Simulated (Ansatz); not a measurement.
ScSi:
```xyz
4
Lattice="1.9970 -4.9465 0.0000 1.9970 4.9465 0.0000 0.0000 0.0000 3.6607" Properties=species:S:1:pos:R:3 pbc="T T T"
Sc     1.9970     3.5703     2.7456
Sc     1.9970    -3.5703     0.9152
Si     1.9970     0.7995     2.7456
Si     1.9970    -0.7995     0.9152
```

Relaxed with r²SCAN.

Map the valence electron density (e/Å³), cut off at 0.7 on the plane through (0.139, 0.861, 0.750) spanned by u = [0, 0, 1] and v = [1, -1, 0] in lattice vectors, from the program Ansatz at the r²SCAN level (PAW).

x is the fraction of u, y of v (the angle between them is 90°; rows are the nearest grid lines); atoms in the plane: Sc at (0.00, 0.00), Sc at (0.50, 0.72), Si at (0.00, 0.28), Si at (0.50, 0.44).
```
y \ x   0.000  0.111  0.167  0.278  0.389  0.444  0.556  0.611  0.722  0.833  0.889   1.00
------  -----  -----  -----  -----  -----  -----  -----  -----  -----  -----  -----  -----
1.00    0.700  0.700  0.700  0.292  0.112  0.109  0.109  0.112  0.292  0.700  0.700  0.700
0.925   0.700  0.700  0.414  0.142  0.126  0.129  0.129  0.126  0.142  0.414  0.700  0.700
0.850   0.125  0.119  0.114  0.112  0.127  0.138  0.138  0.127  0.112  0.114  0.119  0.125
0.775   0.129  0.126  0.134  0.393  0.700  0.700  0.700  0.700  0.393  0.134  0.126  0.129
0.700   0.099  0.102  0.128  0.700  0.700  0.700  0.700  0.700  0.700  0.128  0.102  0.099
0.625   0.085  0.088  0.094  0.138  0.294  0.402  0.402  0.294  0.138  0.094  0.088  0.085
0.550   0.101  0.117  0.140  0.216  0.307  0.338  0.338  0.307  0.216  0.140  0.117  0.101
0.450   0.155  0.200  0.258  0.387  0.197  0.081  0.081  0.197  0.387  0.258  0.200  0.155
0.375   0.338  0.375  0.406  0.455  0.415  0.355  0.355  0.415  0.455  0.406  0.375  0.338
0.300   0.064  0.231  0.373  0.372  0.248  0.214  0.214  0.248  0.372  0.373  0.231  0.064
0.225   0.328  0.394  0.399  0.268  0.155  0.129  0.129  0.155  0.268  0.399  0.394  0.328
0.150   0.264  0.234  0.203  0.142  0.105  0.097  0.097  0.105  0.142  0.203  0.234  0.264
0.0750  0.700  0.700  0.415  0.121  0.088  0.086  0.086  0.088  0.121  0.415  0.700  0.700
0.000   0.700  0.700  0.700  0.292  0.112  0.109  0.109  0.112  0.292  0.700  0.700  0.700
```

The density is the valence pseudo-density with augmentation charge, so density and ELF within about 1 Å of a nucleus are not all-electron values.

Space group Cmcm. The workflow started from a Materials Project entry (that database holds measured and hypothetical structures alike); the Crystallography Open Database copy checked does not list it. Its standing as an ambient phase is unchecked. The r²SCAN relaxation kept the symmetry of its start; of distortions, only those at the zone centre were tested. No spin polarisation was allowed.

Potentials: the later of the program's two PAW sets.
